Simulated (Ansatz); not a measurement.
Sb: strain energy, fitted

Sb, Pm-3m, a = 3.088 Å. This isn't the element's structure at ambient conditions. Ansatz: r2SCAN, PAW, 500 eV, Γ-centred 16×16×16 mesh on 1 atom, Gaussian smearing 0.10 eV; no spin polarisation. Series: biaxial strain in the a-b plane, c and atoms relaxed; x is the strain in per cent. y is the free energy over the unstrained cell, V0 = 29.433 Å³/atom.

```
x (%) y (meV/atom)
 -3.0             ?
 -2.0         12.44
 -1.0          2.61
  0.0          0.00
  1.0          3.52
  2.0         11.83
  3.0         23.59
```

Q: Fit y = c2 x² + c3 x³ to the other rows, turn c2 into a modulus, and predict the missing energy.

A: Least squares on the rows shown. y = 2.9500 x² − 0.097669 x³. In eV per unit strain² c2 is 29.50; M is the biaxial modulus (E = M V0 ε²): 29.50 × 160.2 / (29.433) = 161 GPa. The unstrained cell keeps some stress along the strain, worth a slope of 0.71 meV/atom per %, which the form leaves out. With a term in x⁴ added, the coefficient of x² becomes 3.256, 10 % more, which shows how far this figure hangs on the form. At x = -3.0 the fit asked for gives 29.19 meV/atom. The run gave 30.15 meV/atom, so the fit is 0.96 meV/atom too low, within twice the rms miss on the fitted rows (0.53 meV/atom).